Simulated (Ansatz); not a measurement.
Relaxed TiN (rock salt):

```yaml
crystal:
  lattice:
    - [0.00000, 2.10198, 2.10198]
    - [2.10198, 0.00000, 2.10198]
    - [2.10198, 2.10198, 0.00000]
  atoms:
    - { symbol: N, position: [0.00000, 0.00000, 0.00000] }
    - { symbol: Ti, position: [0.50000, 0.50000, 0.50000] }
```

Scan: atom 1 (N, nearest neighbour Ti at 2.102 Å; its periodic images, 3.0 Å or more away, move with it) is displaced along Cartesian z, direction (0.000, 0.000, 1.000) in Cartesian axes, by s. The other atoms stay.

Calculation: PBEsol (plane waves to 420 eV, PAW, scalar-relativistic; Ansatz, a quantum-chemistry and plane-wave program). k mesh 15×15×15 (Γ-centred), Fermi-Dirac smearing 0.05 eV. The energy includes the smearing's −TS. With partly filled bands, energies and forces of such displacements shift with the k mesh and the smearing. TiN is run without spin polarisation. TiN was relaxed with its symmetry unable to fall. The zero of ΔE is the undisplaced structure. The last digit holds for this mesh only.

```json
[
 {"s (Å)": "-0.210", "ΔE (meV/cell)": "260.2"},
 {"s (Å)": "-0.168", "ΔE (meV/cell)": "165.3"},
 {"s (Å)": "-0.126", "ΔE (meV/cell)": "92.3"},
 {"s (Å)": "-0.084", "ΔE (meV/cell)": "40.8"},
 {"s (Å)": "-0.042", "ΔE (meV/cell)": "10.1"},
 {"s (Å)": "0.000", "ΔE (meV/cell)": "0.0"},
 {"s (Å)": "0.042", "ΔE (meV/cell)": "10.1"},
 {"s (Å)": "0.084", "ΔE (meV/cell)": "40.8"},
 {"s (Å)": "0.126", "ΔE (meV/cell)": "92.3"},
 {"s (Å)": "0.168", "ΔE (meV/cell)": "165.3"},
 {"s (Å)": "0.210", "ΔE (meV/cell)": "260.2"}
]
```

**Question.** What force constant k = d²E/ds² at s = 0 does the table give?

**Answer.** 11 eV/Å². It is the second difference of the nearest points, corrected with the next pair.

**Question.** With k = 11.53 eV/Å² from the forces, is the well harmonic out to s = 0.210 Å?

**Answer.** ½ks² = 254 meV/cell against the computed 260 meV/cell, so the well is close to harmonic there.

(A displaced cell: forces are minus the slopes of the energy, force constants its curvatures, and phonons follow from these.)
